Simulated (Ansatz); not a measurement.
ZnCdSe₂:
```
ZnCdSe2
1.0
    4.12113     0.00000     0.00000
    0.00000     4.12113     0.00000
    0.00000     0.00000     5.91038
Zn Cd Se
1 1 2
Cartesian
  2.06056   2.06056   2.95519
  0.00000   0.00000   0.00000
  0.00000   2.06056   4.29527
  2.06056   0.00000   1.61511
```

Tensor components refer to the Cartesian frame of this cell.

**Question.** Give the proper piezoelectric stress tensor with relaxed ions from PBEsol (plane waves, PAW; program Ansatz).

**Answer.** In C/m², rows x, y, z, Voigt columns; mesh uncertainty up to 0.01.
```
 0.00   0.00   0.00   0.00   0.08   0.00
 0.00   0.00   0.00  -0.08   0.00   0.00
 0.06  -0.06   0.00   0.00   0.00   0.00
```

The elastic tensor of the same run (GPa):

```
90.7  31.9  49.9   0.0   0.0   0.0
31.9  90.7  49.9   0.0   0.0   0.0
49.9  49.9  77.2   0.0   0.0   0.0
 0.0   0.0   0.0  28.8   0.0   0.0
 0.0   0.0   0.0   0.0  28.8   0.0
 0.0   0.0   0.0   0.0   0.0  12.4
```

**Question.** Convert to strain constants d = e·S.

**Answer.** In pC/N:
```
 0.0   0.0   0.0   0.0   2.8   0.0
 0.0   0.0   0.0  -2.8   0.0   0.0
 1.0  -1.0   0.0   0.0   0.0   0.0
```

Space group P-4m2. The workflow started from a Materials Project entry (that database holds measured and hypothetical structures alike); the Crystallography Open Database copy checked does not list it. Whether it is the stable phase at ambient conditions was not checked. Symmetry was held in the PBEsol relaxation; of distortions, only those at the zone centre were tested.

Potentials: the later of the program's two PAW sets.
